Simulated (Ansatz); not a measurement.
Starting cell, TiAl3 (D022 type, space group I4/mmm):

```yaml
crystal:
  lattice:
    - [-3.84588, 3.84588, 8.61993]
    - [0.00000, 0.00000, 8.61993]
    - [1.92294, 1.92294, -4.30997]
  atoms:
    - { symbol: Al, position: [0.00000, 0.50000, 0.00000] }
    - { symbol: Al, position: [0.50000, 0.50000, 0.00000] }
    - { symbol: Al, position: [0.25000, 0.25000, 0.50000] }
    - { symbol: Al, position: [0.75000, 0.25000, 0.50000] }
    - { symbol: Al, position: [0.75000, 0.75000, 0.50000] }
    - { symbol: Al, position: [0.25000, 0.75000, 0.50000] }
    - { symbol: Ti, position: [0.00000, 0.00000, 0.00000] }
    - { symbol: Ti, position: [0.50000, 0.00000, 0.00000] }
```

The atoms are displaced by Q × the pattern below (from a DFPT mode at X = (0.5, 0.5, 0.0), largest move 1; Q in Å), at fixed cell. (q is in reciprocal vectors of the primitive cell; the cell shown is doubled to hold the pattern.)

```
atom       x       y      z
----  ------  ------  -----
Al3    0.707  -0.707  0.000
Al4   -0.707   0.707  0.000
Al5    0.707  -0.707  0.000
Al6   -0.707   0.707  0.000
```

Atoms not listed stay in place.

Level of theory: PBE (plane waves to 420 eV, PAW, scalar-relativistic; Ansatz, a first-principles code). k mesh 17×17×17 (Γ-centred), Fermi-Dirac smearing 0.05 eV. The energy includes the smearing's −TS. With partly filled bands, energies and forces of such displacements shift with the k mesh and the smearing. TiAl3 is run without spin polarisation. TiAl3 was relaxed with its symmetry unable to fall. The zero of ΔE is the undisplaced structure.

The scan covers Q from -0.100 to 0.100 Å in 13 points.

Task: Which space group does the distorted structure have?

Result: Ccce (No. 68), lowered from I4/mmm.

Task: What is the energy change at Q = 0.100 Å?

Result: 49.0 meV/cell.

Task: What harmonic wavenumber does the curvature at Q = 0 give?

Result: 157 cm⁻¹.

(For displaced atoms, the force is minus the slope of the energy, and its curvature is a force constant, which sets phonon frequencies.)
